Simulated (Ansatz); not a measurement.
ZnWO$_{4}$:
```
ZnWO4
1.0
    4.66447     0.00000     0.00000
    0.00000     5.71521     0.00000
   -0.05030     0.00000     4.90797
Zn W O
2 2 8
Direct
  0.50000   0.67789   0.75000
  0.50000   0.32211   0.25000
  0.00000   0.18135   0.75000
  0.00000   0.81865   0.25000
  0.78300   0.10572   0.06514
  0.21700   0.89428   0.93486
  0.21700   0.10572   0.43486
  0.78300   0.89428   0.56514
  0.74259   0.37611   0.59701
  0.25741   0.62389   0.40299
  0.25741   0.37611   0.90299
  0.74259   0.62389   0.09701
```

Plane-wave PAW PBEsol (Ansatz code) gives a gap of 2.85 eV without spin–orbit coupling, maximum off the standard path, at k = (0.240, -0.500, 0.391) in fractions of the reciprocal vectors, minimum at Z.

**Question.** What happens when spin–orbit coupling is switched on?

**Answer.** The gap decreases by 0.02 eV, to 2.83 eV; maximum off the standard path, at k = (0.240, -0.500, 0.391) in fractions of the reciprocal vectors, minimum at Z.

**Question.** Give the electron effective mass with spin–orbit coupling.

**Answer.** 1.00, 1.3, 2.1 mₑ (principal values).

Space group P2/c. The first step of the workflow began from a Materials Project structure, measured or hypothetical; the Crystallography Open Database files this formula in space group No. 13, but the cells were not matched. Whether it is the stable phase at ambient conditions was not checked. Symmetry was held in the PBEsol relaxation; whether a distortion lowers the energy is not shown. The run is not spin-polarised. No Hubbard U is applied.

Potentials: the later of the program's two PAW sets.
